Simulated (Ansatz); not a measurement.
# Two states of LiNi2F2

```yaml
crystal:
  lattice:
    - [0.00000, 3.44810, 0.00000]
    - [3.44810, 0.00000, 0.00000]
    - [1.72405, 1.72405, -4.21485]
  atoms:
    - { symbol: Li, position: [0.00000, 0.00000, 0.00000] }
    - { symbol: F, position: [0.38280, 0.38280, 0.23440] }
    - { symbol: F, position: [0.61720, 0.61720, 0.76560] }
    - { symbol: Ni, position: [0.75000, 0.25000, 0.50000] }
    - { symbol: Ni, position: [0.25000, 0.75000, 0.50000] }
```

The numbers come from plane-wave PAW DFT (Ansatz): r2SCAN, with U_eff = 4.7 eV on Ni d (all-electron-ortho-atomic projectors), 500 eV, 6×6×6 Γ-centred k points, fermi-dirac occupations (width 0.0198 eV). Nothing was relaxed.

State A: Ni4 up, Ni5 up (collinear spin). State B: Ni4 up, Ni5 down (collinear spin).

Q: Which state is lower, and how do they differ?

A: State A is lower by 6.7 meV an atom at zero smearing. So small a gap isn't resolved on this mesh where a state is a metal.

| state | free energy (meV/atom) | largest moment in a small sphere (μB) | net moment (μB/cell) | gap on mesh (eV) | pressure (GPa) | largest force (eV/Å) |
| --- | --- | --- | --- | --- | --- | --- |
| A | 0.0 | 0.95 | 2.01 | metal | 33.6 | 0.86 |
| B | 6.7 | 0.91 | 0.00 | metal | 33.9 | 0.89 |

Origin: a known structure type with other elements, at an estimated volume, so it need not be a known compound. Caveats: the state breaks the symmetry of the cell; another magnetic order, which this cell may not hold, can open a gap; the k mesh is coarse if the cell is a metal; atoms or cell far from equilibrium.
